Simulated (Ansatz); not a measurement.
BC$_{5}$:
```cif
data_C10B2
_chemical_formula_sum 'B2 C10'
_space_group_name_H-M_alt 'I-4m2'
_space_group_IT_number 119
_space_group_name_Hall 'I -4 -2'
_cell_length_a 2.50862
_cell_length_b 2.50862
_cell_length_c 11.36067
_cell_angle_alpha 90.000
_cell_angle_beta 90.000
_cell_angle_gamma 90.000
loop_
_atom_site_label
_atom_site_type_symbol
_atom_site_symmetry_multiplicity
_atom_site_Wyckoff_symbol
_atom_site_fract_x
_atom_site_fract_y
_atom_site_fract_z
_atom_site_occupancy
B1 B 2 c 0.00000 0.50000 0.25000 1
C1 C 4 e 0.00000 0.00000 0.15626 1
C2 C 2 b 0.00000 0.00000 0.50000 1
C3 C 4 f 0.50000 0.00000 0.08011 1
```
(The calculation used a cell of 6 atoms; values per cell refer to that cell.)

Relaxed at zero pressure with DFT-r²SCAN in the program Ansatz with PAW potentials.

Task: The volume is raised by 3 % and shape and atoms relax at that volume. What pressure results, and how do the axes share the change?

Result: -11.0 GPa; a 1.0 %, b 1.0 %, c 0.9 %; the energy rises by 6 meV/atom.

Task: Give the new structure.

Result: 
Space group I-4m2 (No. 119); a = b = 2.534 Å, c = 11.466 Å, α = β = γ = 90.00°

| atom | site | symmetry | x | y | z |
|---|---|---|---|---|---|
| B | 2c | -4m2 | 0.0000 | 0.5000 | 0.2500 |
| C | 4e | 2mm. | 0.0000 | 0.0000 | 0.1561 |
| C | 2b | -4m2 | 0.0000 | 0.0000 | 0.5000 |
| C | 4f | 2mm. | 0.5000 | 0.0000 | 0.0800 |

The phase is kept; no other phase was compared at this pressure.

The first step of the workflow began from a Materials Project structure, measured or hypothetical; the Crystallography Open Database copy checked does not list it. Its standing as an ambient phase is unchecked. The r²SCAN relaxation kept the symmetry of its start; its stability against distortions is not shown here. Its formation energy is positive at this level, so the cell may be metastable or incomplete.

Potentials: the later of the program's two PAW sets.
